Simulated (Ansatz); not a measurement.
MgS:
```
CELL_PARAMETERS angstrom
      0.00000     2.56453     2.56453
      2.56453     0.00000     2.56453
      2.56453     2.56453     0.00000
ATOMIC_POSITIONS crystal
  S  0.00000 0.00000 0.00000
  Mg 0.50000 0.50000 0.50000
```

Relaxed with LDA.

Question: Give the optical modes at the zone centre with their infrared and Raman activity from DFPT, the program Ansatz at the LDA level (PAW).

Answer: Transverse frequencies, without the LO–TO term; a row sums one degenerate level.

| ω (cm⁻¹) | degeneracy | IR ((D/Å)²/amu) | Raman (Å⁴/amu) | activity | symmetry |
|---|---|---|---|---|---|
| 252 | 3 | 26.36 | 0 | IR | T1u |

Question: How high does the top mode go among those that the LO–TO term moves?

Answer: 404 cm⁻¹ for q along x.

Space group Fm-3m (rock salt). The cell was relaxed with LDA under the symmetry of its start; phonons on a q-mesh show no instability.

Potentials: the later of the program's two PAW sets.
